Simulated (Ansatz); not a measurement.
ZnSnP2:
```xyz
8
Lattice="-2.8108 2.8108 5.6407 2.8108 -2.8108 5.6407 2.8108 2.8108 -5.6407" Properties=species:S:1:pos:R:3 pbc="T T T"
Zn     0.0000     2.8108     2.8204
Zn     0.0000     0.0000     0.0000
Sn     2.8108     0.0000     2.8204
Sn     0.0000     0.0000     5.6407
P      1.4054     1.2679    -1.4102
P      1.4054     1.5430     4.2305
P      1.5430    -1.4054     7.0509
P      1.2679     4.2163     1.4102
```

Relaxed with PBEsol. DFT-PBEsol in the program Ansatz with PAW potentials gives a gap of 0.80 eV.

What gap does HSE06 give on the same cell (Ansatz, PAW)?

1.72 eV, 0.93 eV more. The hybrid was solved on a coarser mesh and at special points; its gap is the smallest among all of these.

```tsv
k	v1 PBEsol	c1 PBEsol	v1 HSE06	c1 HSE06
Γ	0.00	0.80	0.00	1.72
M	-1.44	1.23	-1.56	1.97
X	-0.84	1.04	?	?
P	-1.10	1.60	?	?
N	-1.03	2.46	?	?
S0	-0.99	1.46	-1.07	2.25
R	-1.13	1.39	?	?
```

Top valence (v1) and lowest conduction level (c1) in eV from each method's valence maximum (which need not be a listed point): supply the withheld HSE06 values.


- N, v1 HSE06: -1.11
- N, c1 HSE06: 3.36
- P, v1 HSE06: -1.18
- P, c1 HSE06: 2.42
- R, v1 HSE06: -1.21
- R, c1 HSE06: 2.24
- X, v1 HSE06: -0.93
- X, c1 HSE06: 1.89

Cost on shared cores: the PBEsol run (SCF on a 7×7×7 mesh, then bands and DOS) roughly 5 core-minutes, the HSE06 run (SCF on 4×4×4, then a few points) roughly 20 core-minutes; the tasks are unlike.

Space group I-42d (chalcopyrite). Symmetry was held in the PBEsol relaxation. Scalar-relativistic: spin–orbit coupling is off unless named, which matters more the heavier the elements.

Potentials: the later of the program's two PAW sets.
